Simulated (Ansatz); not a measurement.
One crystal and one scan (energy against volume) at two levels, PBE (plane waves to 420 eV, PAW, scalar-relativistic; Ansatz, a quantum-chemistry and plane-wave program) and r2SCAN (plane waves to 500 eV, PAW, scalar-relativistic; Ansatz), each from its own relaxed cell and on its own mesh. The cell shown is that of PBE.

MgH$_{2}$ (rutile)

```
MgH2
1.0
    4.51729     0.00000     0.00000
    0.00000     4.51729     0.00000
    0.00000     0.00000     3.01286
Mg H
2 4
Direct
  0.00000   0.00000   0.00000
  0.50000   0.50000   0.50000
  0.30441   0.30441   0.00000
  0.80441   0.19559   0.50000
  0.19559   0.80441   0.50000
  0.69559   0.69559   0.00000
```

Equation-of-state scan: isotropic scaling of the cell above, V₀ being its volume. The atoms relax within the cell's symmetry.

Energies are smeared free energies. MgH2 was relaxed with its symmetry unable to fall. With the shape held, the modulus is that of even scaling; a crystal free to change shape is softer. Both scans cover V/V₀ from 0.900 to 1.100.

ΔE (meV/atom), each from the relaxed starting cell of its own level:

```
V/V₀    PBE    r2SCAN
-----  ----  --------
0.900  19.1      19.8
0.925  10.3      10.7
0.950   4.4       4.6
0.975   1.1       1.1
1.000   0.0       0.0
1.025   1.0       1.0
1.050   3.8       3.9
1.075   8.2       8.6
1.100  14.1  withheld
```

Problem. Estimate the r2SCAN value at 1.100 from the PBE value there and the ratio of the two levels in the two nearest given rows on that side of the minimum.

Solution. At 1.075 and 1.050 the ratio r2SCAN/PBE averages 1.038, which gives 1.038 × 14.1 = 14.6 meV/atom. The calculation gives 14.7 meV/atom, +4.3 % against PBE.

(Under strain, the slope of the energy per volume gives the stress and its curvature an elastic modulus.)
